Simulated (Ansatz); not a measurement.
Total density of states per atom from r²SCAN in the plane-wave PAW code Ansatz, in 0.25 eV bins, energy from the Fermi level:

```csv
E (eV),states/eV/atom
-7.85,0.02
-7.60,0.04
-7.35,0.06
-7.10,0.07
-6.85,0.09
-6.60,0.10
-6.35,0.12
-6.10,0.14
-5.85,0.16
-5.60,0.30
-5.35,0.44
-5.10,0.57
-4.85,0.73
-4.60,1.05
-4.35,1.54
-4.10,1.55
-3.85,1.54
-3.60,1.04
-3.35,0.95
-3.10,1.51
-2.85,1.28
-2.60,1.12
-2.35,0.98
-2.10,1.12
-1.85,1.49
-1.60,1.35
-1.35,1.05
-1.10,0.91
-0.85,0.67
-0.60,0.39
-0.35,0.66
-0.10,1.08
0.15,0.93
0.40,0.90
0.65,0.90
0.90,1.00
1.15,0.97
1.40,1.16
1.65,0.98
1.90,1.12
2.15,1.47
2.40,1.67
2.65,1.37
2.90,1.14
3.15,1.15
3.40,1.03
3.65,0.96
3.90,0.83
4.15,0.94
4.40,0.84
4.65,0.70
```

### Question
Pick the material that matches.
A) W, P4_2/mnm (Pearson symbol tP30)
B) B2W, P6_3/mmc (B on 4f, B on 2b, B on 2d, W on 4f)
C) PbS, rock salt
D) MoW, rock salt

### Answer
D, MoW, rock salt. Within 0.5 eV of the Fermi level: Mo 4d 53 %, W 5d 41 %. Projections are on Löwdin-orthogonalised atomic valence shells; empty p or d shells of many metals are not among them.

Space group Fm-3m (rock salt). The start of the workflow was typed in or built on a structure type; neither database checked (COD, Materials Project) lists it. Its standing as an ambient phase is unchecked. The cell was relaxed with r²SCAN under the symmetry of its start. At this level the phase is mechanically unstable. No spin polarisation was allowed. Its formation energy is positive at this level, so the cell may be metastable or incomplete. Spin–orbit coupling is left out wherever it is not named.

Potentials: the later of the program's two PAW sets.
